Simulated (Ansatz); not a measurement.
Relaxed-ion elastic tensor of MoS$_{2}$ in space group P6_3/mmc (No. 194; Mo on 2c, S on 4f) in GPa (Voigt order), plane-wave PAW LDA (Ansatz code); density 5.21 g/cm³, 16.99 Å³ per atom.

|  | 1 | 2 | 3 | 4 | 5 | 6 |
|---|---|---|---|---|---|---|
| 1 | 243 | 59.1 | 11.3 | 0.0 | 0.0 | 0.0 |
| 2 | 59.1 | 243 | 11.3 | 0.0 | 0.0 | 0.0 |
| 3 | 11.3 | 11.3 | 52.6 | 0.0 | 0.0 | 0.0 |
| 4 | 0.0 | 0.0 | 0.0 | 20.3 | 0.0 | 0.0 |
| 5 | 0.0 | 0.0 | 0.0 | 0.0 | 20.3 | 0.0 |
| 6 | 0.0 | 0.0 | 0.0 | 0.0 | 0.0 | 91.9 |

### Question
Is the crystal mechanically stable?

### Answer
Yes: the smallest eigenvalue of C is 20.3 GPa.

### Question
Work out the Voigt, Reuss and Hill averages.

### Answer
K_V = 78.0, K_R = 43.2, K_H = 60.6; G_V = 57.0, G_R = 33.3, G_H = 45.1 GPa.

### Question
Give Young's modulus, Poisson's ratio, Pugh's ratio and the universal anisotropy index.

### Answer
E = 9KG/(3K + G) = 108 GPa; ν = 0.20; K/G = 1.34 (brittle by the Pugh limit of 1.75); A_U = 5G_V/G_R + K_V/K_R − 6 = 4.35.

### Question
Estimate the sound speeds and the Debye temperature.

### Answer
v_l = √((K + 4G/3)/ρ) = 4810 m/s, v_t = √(G/ρ) = 2940 m/s, mean 3250 m/s; Θ = (h/k)(3n/4πV)^(1/3) v_m = 376 K.

### Question
Solve the Christoffel equation for the three sound speeds along x, y, z.

### Answer
Eigenvalues of C_ijkl n_j n_l equal ρv². In km/s, slowest first: x 1.97, 4.20, 6.83; y 1.97, 4.20, 6.83; z 1.97, 1.97, 3.18.

### Question
How much does each axis shrink under pressure?

### Answer
Linear compressibilities β_i = Σ_j S_ij (j = 1 to 3): x 2.6, y 2.6, z 18 per TPa.

Symmetry was held in the LDA relaxation; phonons on a q-mesh show no instability. The run is not spin-polarised. A crystal of weakly bound layers computed without a dispersion correction: the cell and the soft elastic constants depend strongly on that.

Potentials: the later of the program's two PAW sets.
